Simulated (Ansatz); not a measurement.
Ti2O: strain energy, fitted

Ti2O, P-3m1, a = 2.951 Å, c = 4.814 Å. The structure is a COD entry; whether it is the stable form wasn't checked. Ansatz: r2SCAN, PAW, 500 eV, Γ-centred 24×24×12 mesh on 3 atoms, Gaussian smearing 0.10 eV; no spin polarisation. Series: equal strain along all axes, cell held, atoms relaxed; x is the strain in per cent. y is the free energy over the unstrained cell, V0 = 12.105 Å³/atom.

| x (%) | y (meV/atom) |
| --- | --- |
| -3.0 | ? |
| -2.0 | 28.67 |
| -1.0 | 6.93 |
| 0.0 | 0.00 |
| 1.0 | 6.52 |
| 2.0 | 25.26 |
| 3.0 | 55.06 |

Q: Fit y = c2 x² + c3 x³ to the other rows, turn c2 into a modulus, and predict the missing energy.

A: Least squares on the rows shown. y = 6.7447 x² − 0.20957 x³. In eV per unit strain² c2 is 67.45; the stiffness is B for this strain (E = 9/2 B V0 ε², shape held): 2 × 67.45 × 160.2 / (9 × 12.105) = 198 GPa. At x = -3.0 the fit asked for gives 66.36 meV/atom. The run gave 66.66 meV/atom, so the fit is 0.30 meV/atom too low, 0.45 % of the span of the series, against an rms of 0.02 meV/atom on the fitted rows. The row lies outside the fitted range. With a term in x⁴ added, a fit to the same known rows predicts 66.57 meV/atom, so most of the miss is curvature that the known rows already hold.

Spin polarisation was left out, and a magnetic state may lie lower.